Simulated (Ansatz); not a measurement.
Method: DFT PBE, scalar-relativistic, plane waves, PAW in Ansatz. Settings: cutoff 420 eV, Γ-centred meshes spaced at most about 0.3 Å⁻¹ (2π included), Gaussian smearing. No spin polarisation in the final relaxations.

Temperature and zero-point effects are left out.

Two forms of AlGa3P4 were relaxed alike.

A.

```cif
data_structure
_symmetry_space_group_name_H-M 'P-4m2'
_symmetry_Int_Tables_number 115
_cell_length_a 3.8956
_cell_length_b 3.8956
_cell_length_c 11.0071
_cell_angle_alpha 90.000
_cell_angle_beta 90.000
_cell_angle_gamma 90.000
_cell_volume 167.04
loop_
_atom_site_label
_atom_site_type_symbol
_atom_site_symmetry_multiplicity
_atom_site_Wyckoff_symbol
_atom_site_fract_x
_atom_site_fract_y
_atom_site_fract_z
_atom_site_occupancy
Al1 Al 1 c 0.50000 0.50000 0.50000 1
Ga1 Ga 2 e 0.00000 0.00000 0.75003 1
Ga2 Ga 1 b 0.50000 0.50000 0.00000 1
P1 P 2 g 0.50000 0.00000 0.87505 1
P2 P 2 g 0.50000 0.00000 0.37556 1
```

B.

```cif
data_structure
_symmetry_space_group_name_H-M 'I-42m'
_symmetry_Int_Tables_number 121
_cell_length_a 5.5073
_cell_length_b 5.5073
_cell_length_c 11.0142
_cell_angle_alpha 90.000
_cell_angle_beta 90.000
_cell_angle_gamma 90.000
_cell_volume 334.06
loop_
_atom_site_label
_atom_site_type_symbol
_atom_site_symmetry_multiplicity
_atom_site_Wyckoff_symbol
_atom_site_fract_x
_atom_site_fract_y
_atom_site_fract_z
_atom_site_occupancy
Al1 Al 2 b 0.50000 0.50000 0.00000 1
Ga1 Ga 2 a 0.00000 0.00000 0.00000 1
Ga2 Ga 4 d 0.50000 0.00000 0.25000 1
P1 P 8 i 0.75039 0.75039 0.37526 1
```

Problem. Which arrangement of the elements on these sites is preferred, and by what margin?

Solution. They are level within the accuracy (under 1 meV/atom apart). The two share one framework of sites and differ in which element sits where. A has Al and Ga ordered on zinc blende sites, space group P-4m2 (No. 115), 20.9 Å³/atom and a gap of 1.62 eV on its mesh; B has Al and Ga ordered on zinc blende sites, space group I-42m (No. 121), 20.9 Å³/atom and a gap of 1.63 eV. Counting P atoms around Al and Ga (those within 1.25 times the shortest such distance or 1.15 times the sum of covalent radii, 1.27 where that leaves under three), A and B both have Al 4, Ga 4. In A, Al has 4 P at 2.38 Å; Ga on a site of symmetry 2mm has 4 P at 2.38–2.39 Å; around P on its first site lie 4 Ga at 2.38 Å; 2 more sites not described. In B, Al has 4 P at 2.38 Å; Ga on a site of symmetry -42m is surrounded by 4 P at 2.39 Å; around P lie 1 Al at 2.38 Å and 3 Ga at 2.39 Å; 1 more site not described. Both come from invented guesses.

Kohn–Sham gaps at this level usually fall short of measured ones. With atoms moved at random, P-4m2 came back. Other cells relaxed within their symmetry can be saddle points.
